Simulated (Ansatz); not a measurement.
Data:

Sb:
```cif
data_Sb2
_chemical_formula_sum 'Sb2'
_space_group_name_H-M_alt 'P 1'
_space_group_IT_number 1
_cell_length_a 4.61021
_cell_length_b 4.61021
_cell_length_c 4.61021
_cell_angle_alpha 56.183
_cell_angle_beta 56.183
_cell_angle_gamma 56.183
loop_
_space_group_symop_operation_xyz
  'x, y, z'
loop_
_atom_site_label
_atom_site_type_symbol
_atom_site_fract_x
_atom_site_fract_y
_atom_site_fract_z
_atom_site_occupancy
Sb1 Sb 0.23134 0.23134 0.23134 1
Sb2 Sb 0.76866 0.76866 0.76866 1
```

This is the r²SCAN-relaxed structure.

### Question
All from plane-wave PAW r²SCAN (Ansatz code), unless another level is named. Give the electronic character.

### Answer
no gap, with almost no states at the Fermi level (zero-gap or semimetallic).

### Question
Give the Z2 indices of the occupied bands with spin–orbit coupling.

### Answer
1;(111).

### Question
Give the gap with spin–orbit coupling.

### Answer
none (metallic).

Space group R-3m (A7 (α-As type)). Symmetry was held in the r²SCAN relaxation; of distortions, only those at the zone centre were tested. Spin–orbit coupling is left out wherever it is not named.

Potentials: the later of the program's two PAW sets.
